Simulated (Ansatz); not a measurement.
The cell is COD entry 9009019, as deposited and not checked against the literature; nothing was relaxed.

An input for Sn$_{2}$Ir and the output that it gave: DFT, LDA, all-electron LAPW, scalar-relativistic (Ansatz 0.2.0).

Command: `ansatz run input.yaml --threads 1 --pin off --max-ram 4096MiB --backend cpu --events-out ev --progress --plain --runs-dir out` The run took 71 s on 1 thread of Arm Neoverse V2 (shared host), peak memory 0.55 GiB.

```yaml
crystal:
  lattice:
    - [0.0, 3.169, 3.169]
    - [3.169, 0.0, 3.169]
    - [3.169, 3.169, 0.0]
  atoms:
    - { symbol: Sn, position: [0.25, 0.25, 0.25] }
    - { symbol: Sn, position: [0.75, 0.75, 0.75] }
    - { symbol: Ir, position: [0.0, 0.0, 0.0] }
kpoints:
  mp_grid: { grid: [10, 10, 10] }
  band_path:
    path:
      - [0.0, 0.0, 0.0]
      - [0.5, 0.0, 0.5]
      - [0.625, 0.25, 0.625]
      - [0.375, 0.375, 0.75]
      - [0.0, 0.0, 0.0]
      - [0.5, 0.5, 0.5]
      - [0.5, 0.25, 0.75]
      - [0.5, 0.0, 0.5]
    npoints: 14
scf:
  occupations: { method: fermi_dirac, width: 0.03 }
hamiltonian:
  xc: lda
  pseudopotentials: { kind: all_electron, lapw: { basis_error: 0.001 } }
output:
  forces: true
  stress: true
  eigenvalues: true
  populations: true
  dos: { projected: true, de: 0.2, e_range: [-14, 8] }
```

Output:

```
Sn: projections on atomic orbitals take those of the free atom 1s2 2s2 2p6 3s2 3p6 3d10 4s2 4p6 4d10 5s2 5p2, of charge +0.00 (hamiltonian.pseudopotentials.projection_atoms)
Ir: projections on atomic orbitals take those of the free atom 1s2 2s2 2p6 3s2 3p6 3d10 4s2 4p6 4d10 4f14 5s2 5p6 5d7 6s2, of charge +0.00 (hamiltonian.pseudopotentials.projection_atoms)
LAPW: plane waves up to 8.461 Å⁻¹, error target 1.0e-3 eV per atom; small_component_spin mean_spin; Sn in spheres of 1.367 Å, 22 of its electrons in bands, Dirac shells []; Ir in spheres of 1.378 Å, 41 of its electrons in bands, Dirac shells []
Engine: ansatz 0.2.0
Pseudopotentials: kind: all_electron
Pseudopotential: Sn, LAPW, valence charge 22, Koelling and Harmon's equation, gaussian nucleus
Pseudopotential: Ir, LAPW, valence charge 41, Koelling and Harmon's equation, gaussian nucleus
Functional definition: SPW92
  exchange = slater_x
  correlation = pw_c
Crystal: 3 atoms, lattice volume = 63.650 Å³
Basis set: ecut = 272.77192282452467 eV, 645 PW (Γ), exchange–correlation at level 2
Bands: 51, of which v1, the nominal top of the filled ones, is band 43 counted from 1 (42 counted from 0)
Symmetry: 48 space group operations
Space group: Fm-3m (ITA 225), of the structure as read, at distance tolerance 4.0e-5 Å
k-points: 47 of 1000
Non-local potential: Sn, projectors of the file, none
Non-local potential: Ir, projectors of the file, none
Initial density: superposition of atomic densities (chi_scale 0.1, normalization cell, long waves kept (reshape's long-wave potential 0.00 eV rms))
Initial wavefunctions: plane waves of lowest kinetic energy (no species holds an atomic orbital)
Functional: x = slater, c = lda
iter 1 solved again at ethr=3.72e-3 eV; its pass at ethr=1.00e-1 eV (dr2=3.17e0 eV) is discarded
SCF iter   1: F=—  HF=-820646.078585 eV  |F-HF|=—  |Δ(HF+E_count)|=         —  Δρ=4.45e-2  dr2=3.16e0  ethr=3.72e-3  ⟨swp⟩=2.0  Hψ=15559  notcnv=0
preconditioner: auto → LDOS  [metal: Δε(μ)=0.037 eV  Ē_g=18.999 eV  σ=0.030 eV  W_gap=0.30  n_scr=26 (ndim 8)  ℏωp=28.3 eV  f_vac=0.065  D(μ)=1.77/eV (n_scr^D=14)  β→1.0]
iter 2 solved again at ethr=1.44e-4 eV; its pass at ethr=3.72e-3 eV (dr2=1.22e-1 eV) is discarded
SCF iter   2: F=—  HF=-820645.155738 eV  |F-HF|=—  |Δ(HF+E_count)|=   9.23e-1  Δρ=1.15e-2  dr2=1.22e-1  ethr=1.44e-4  ⟨swp⟩=2.0  Hψ=12292  notcnv=0
SCF iter   3: F=—  HF=-820644.998856 eV  |F-HF|=—  |Δ(HF+E_count)|=   1.57e-1  Δρ=3.84e-3  dr2=1.85e-2  ethr=1.44e-4  ⟨swp⟩=2.2  Hψ=7246  notcnv=0
SCF iter   4: F=—  HF=-820644.979894 eV  |F-HF|=—  |Δ(HF+E_count)|=         —  Δρ=8.35e-4  dr2=3.55e-4  ethr=2.17e-5  ⟨swp⟩=2.0  Hψ=6962  notcnv=0
the basis was enlarged: its passes take 265.1 KiB over the memory plan, 1 of 1 planned eigensolver slots
SCF iter   5: F=—  HF=-820644.978653 eV  |F-HF|=—  |Δ(HF+E_count)|=   1.24e-3  Δρ=3.85e-4  dr2=4.36e-5  ethr=4.17e-7  ⟨swp⟩=2.0  Hψ=6843  notcnv=0
SCF iter   6: F=—  HF=-820644.978623 eV  |F-HF|=—  |Δ(HF+E_count)|=   3.01e-5  Δρ=1.47e-4  dr2=6.45e-6  ethr=5.13e-8  ⟨swp⟩=2.0  Hψ=6841  notcnv=0
SCF iter   7: F=—  HF=-820644.978621 eV  |F-HF|=—  |Δ(HF+E_count)|=   2.24e-6  Δρ=4.24e-5  dr2=7.23e-7  ethr=7.59e-9  ⟨swp⟩=2.0  Hψ=6841  notcnv=0
SCF iter   8: F=-820644.978621 eV  HF=-820644.978621 eV  |F-HF|=6.52e-9  |Δ(HF+E_count)|=   3.03e-7  Δρ=5.93e-6  dr2=1.24e-8  ethr=8.51e-10  ⟨swp⟩=2.0  Hψ=6841  notcnv=0
SCF 1 converged in 8 iterations: F = -820644.978621 eV  dr2 = 1.24e-8
NSCF: frozen V_eff on 99 k-points
SCF converged after 8 iterations
Free energy (F): -820644.978621 eV
Harris-Foulkes:  -820644.978621 eV  (|F-HF|=6.52e-9)
Internal energy: -820644.973304 eV  (E = F + TS)
E sigma→0 (E₀):  -820644.975963 eV
Entropy (-TS):   -0.005317 eV (-1.772 meV/atom)
Fermi energy:    18.355547 eV
--- Per-component energies (eV) ---
  E_band       = -4559.939324
  E_kinetic    = 901534.861660
  E_xc         = -17907.356094
  E_electrostatic = -1704272.478871  (all electrons and nuclei)
  E_smearing   = -0.005317  (= −TS)
  E_closure    = 0.000000  (closes the sum)
  E_atoms      = -820624.422434  (free atoms, spherical and without spin; not in F)
  Σ components = -820644.978621   (vs F -820644.978621, Δ=0.00e0)
  Basis errors (estimates in eV, not in F): energy 3.6e-4 per atom: plane waves 3.1e-4 (1.7e-4 summed), levels above the bands 8.0e-127, relativity 8.2e-9, radial functions 4.7e-5, core shells 2.6e-7; eigenvalues (radial functions only) 1.6e-6; not estimated: angular momenta, meshes, grids; target (lapw.basis_error) 1.0e-3; muffin-tin radii Sn 1.367 Å, Ir 1.378 Å
--- Forces (eV/Å), atoms counted from 1 ---
  atom   1  Sn     0.00000000    -0.00000000    -0.00000000
  atom   2  Sn     0.00000000    -0.00000000     0.00000000
  atom   3  Ir    -0.00000000    -0.00000000     0.00000000
  max |Σ_I F_I| component: 3.01e-17 eV/Å
--- Stress (GPa, compression-positive) ---
       -2.141434       0.000000       0.000000
        0.000000      -2.141434      -0.000000
        0.000000      -0.000000      -2.141434
  P = ⅓ Tr σ = -2.1414 GPa (-21.414 kbar)
--- Band table (eV; the first three rows and the last of 47) ---
  k-point 0: bands = ["-265.5000", "-265.5000", "-265.5000", "-265.4550", "-265.4550", "-110.4601", "-110.4595", "-73.2368", "-66.3861", "-66.3861", "-66.3861", "-66.3823", "-66.3823", "-66.3823", "-37.6633", "-37.6293", "-37.6293", "-37.6293", "-37.6028", "-37.6028", "-37.6028", "-30.0967", "-30.0967", "-30.0967", "-3.0648", "-3.0648", "-2.9438", "-2.9438", "-2.9438", "-2.7821", "-2.7821", "-2.7821", "-2.6461", "-2.6461", "6.7575", "13.9581", "13.9581", "13.9581", "15.9761", "16.2407", "16.2407", "21.9578", "21.9578", "21.9578", "22.2817", "22.2817", "22.2817", "22.9773", "22.9773", "22.9773", "24.0668"]
  k-point 1: bands = ["-265.5000", "-265.5000", "-265.5000", "-265.4550", "-265.4550", "-110.4600", "-110.4595", "-73.2368", "-66.3860", "-66.3860", "-66.3860", "-66.3824", "-66.3824", "-66.3824", "-37.6633", "-37.6293", "-37.6293", "-37.6293", "-37.6028", "-37.6028", "-37.6028", "-30.0968", "-30.0967", "-30.0967", "-3.0547", "-3.0547", "-2.9431", "-2.9398", "-2.9398", "-2.7858", "-2.7858", "-2.7842", "-2.6567", "-2.6567", "6.8815", "13.4424", "14.0220", "14.0220", "16.1927", "16.1927", "16.5559", "20.2759", "21.2637", "21.2637", "22.2686", "22.4667", "22.4667", "23.3361", "23.5015", "23.5015", "25.4073"]
  k-point 2: bands = ["-265.5000", "-265.5000", "-265.5000", "-265.4550", "-265.4550", "-110.4600", "-110.4596", "-73.2368", "-66.3857", "-66.3857", "-66.3857", "-66.3826", "-66.3826", "-66.3826", "-37.6633", "-37.6293", "-37.6293", "-37.6293", "-37.6028", "-37.6028", "-37.6028", "-30.0972", "-30.0968", "-30.0968", "-3.0255", "-3.0255", "-2.9386", "-2.9280", "-2.9280", "-2.7966", "-2.7966", "-2.7925", "-2.6875", "-2.6875", "7.2474", "12.5459", "14.1914", "14.1914", "16.0970", "16.0970", "17.4285", "18.6166", "20.3229", "20.3229", "21.7174", "22.5076", "22.5076", "23.6967", "24.4799", "24.4799", "27.7605"]
  k-point 46: bands = ["-265.5000", "-265.5000", "-265.5000", "-265.4550", "-265.4550", "-110.4598", "-110.4598", "-73.2368", "-66.3865", "-66.3864", "-66.3849", "-66.3835", "-66.3819", "-66.3818", "-37.6633", "-37.6293", "-37.6293", "-37.6293", "-37.6028", "-37.6028", "-37.6028", "-30.0978", "-30.0974", "-30.0970", "-2.9880", "-2.9536", "-2.9425", "-2.8962", "-2.8590", "-2.8557", "-2.8332", "-2.7986", "-2.7713", "-2.7215", "10.3986", "10.7716", "12.5340", "13.6909", "15.7969", "15.8847", "15.8860", "16.3577", "17.4918", "20.9452", "22.6201", "23.1927", "25.0448", "25.5084", "27.8404", "29.0752", "29.5359"]
--- Löwdin populations: 3 sites ---
  site symbol       q [e]
     0     Sn     49.9362
     1     Sn     49.9362
     2     Ir     76.9274
  spilling = 0.001131 (of n_electrons = 177.000000)
```

Spin polarisation is left out, and whether a magnetic state lies lower isn't shown here.
